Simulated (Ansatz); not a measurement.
NaSrI3 in the cubic perovskite structure, relaxed with r2SCAN in the plane-wave code Ansatz: the symmetry is Pm-3m (No. 221, cubic); a = 6.398 Å in the conventional setting, 52.37 Å³ an atom. Around Sr lie 6 I at 3.20 Å; around I lie 2 Sr at 3.20 Å. The cell was then strained (x, y and z are the cube axes), with the atoms relaxed again; stress is positive in compression. Spin-unpolarised throughout. Whether this structure exists isn't addressed.

- Isotropic +1.5 % on every length: the pressure changes by -0.57 GPa.
- Epitaxial strain of +2.0 % in the (001) plane: the free normal strain is -0.46 % and the in-plane stress changes by -0.66 GPa.

(1) What bulk modulus does the isotropic step give?

(2) What do the film's normal strain and stress say about the elastic constants?

(3) How much elastic energy does the film store, with 52.37 Å³ an atom?

Answers

(1) Δ ln V = 3 ln(1.0150) = +0.0447, so B ≈ −ΔP/Δ ln V = 13 GPa.

(2) ε⊥/ε∥ = (-0.0046)/(+0.0200) = -0.23, which linear elasticity sets to −2C₁₂/C₁₁. The biaxial modulus is M = −Δσ/ε∥ = 33 GPa.

(3) u = M ε∥² = −Δσ ε∥ = +0.66 × (+0.0200) = 0.0132 GPa, and 1 GPa Å³ is 6.2415 meV: 4.31 meV an atom. The total energies of the two runs differ by 4.54 meV an atom.
